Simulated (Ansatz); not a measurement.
**Relaxation of ZrSc**

These are results of DFT PBEsol, scalar-relativistic, plane waves, PAW in Ansatz, not measurements. Run with 420 eV cutoff, 18×18×10 k-mesh, Gaussian smearing of 0.10 eV, no spin polarisation.

What was changed: relaxed at 25 GPa.

Other phases may be more stable at this pressure.

Input:

```yaml
crystal:
  lattice:
    - [3.0045220699, 0.0, 0.0]
    - [-1.502261035, 2.6019924387, 0.0]
    - [0.0, 0.0, 4.750463096]
  atoms:
    - { symbol: Zr, position: [0.6666666667, 0.3333333333, 0.0] }
    - { symbol: Sc, position: [0.0, 0.0, 0.5] }
basis:
  ecutwfc: 420
kpoints:
  mp_grid: { grid: [18, 18, 10] }
hamiltonian:
  xc: pbesol
scf:
  occupations: { method: gaussian, width: 0.1 }
output:
  forces: true
  stress: true
  eigenvalues: true
relax:
  adjacent_minimum: "off"
  f_tol: 0.008
  max_steps: 50
  cell: { stress_tol: 0.08, p_target: 25.0 }
```

F is the free energy. Steps run on the plane waves of an earlier cell, but the last one, and at times one on the way, on a freshly chosen basis, so a repeated geometry can differ a little in energy. The relaxation lowers the enthalpy F + PV at the target pressure, so F itself can rise.

At step 2 F + PV rises: a step can overshoot before the optimiser corrects it.

Steps:

| step | F − F(1) (eV) | largest force component (eV/Å) | V (Å³/atom) | P (GPa) |
| --- | --- | --- | --- | --- |
| 1 | 0.0000 | 0.000 | 18.569 | 21.91 |
| 2 | 0.3965 | 0.000 | 17.363 | 31.65 |
| 3 | 0.1222 | 0.000 | 18.145 | 25.01 |
| 4 | 0.1309 | 0.000 | 18.116 | 25.20 |
| 5 | 0.1307 | 0.000 | 18.115 | 25.12 |
| 6 | 0.1261 | 0.000 | 18.130 | 25.00 |
| 7 | 0.1262 | 0.000 | 18.130 | 25.00 |

Relaxed structure:

```cif
data_structure
_symmetry_space_group_name_H-M 'P 1'
_symmetry_Int_Tables_number 1
_cell_length_a 2.9578
_cell_length_b 2.9578
_cell_length_c 4.7857
_cell_angle_alpha 90.000
_cell_angle_beta 90.000
_cell_angle_gamma 120.000
_cell_volume 36.26
loop_
_atom_site_label
_atom_site_type_symbol
_atom_site_fract_x
_atom_site_fract_y
_atom_site_fract_z
_atom_site_occupancy
Zr1 Zr 0.66667 0.33333 0.00000 1
Sc1 Sc 0.00000 0.00000 0.50000 1
```

The structure is hexagonal, space group P-6m2 (No. 187). The conventional cell has a = 2.958 Å, b = 2.958 Å, c = 4.786 Å, α = 90.00°, β = 90.00°, γ = 120.00°. Around Zr (site symmetry -6m2) lie 6 Sc at 2.94 Å and 6 Zr at 2.96 Å. Around Sc (site symmetry -6m2) lie 6 Zr at 2.94 Å and 6 Sc at 2.96 Å.

The run converged. The run took of the order of 90 core-seconds.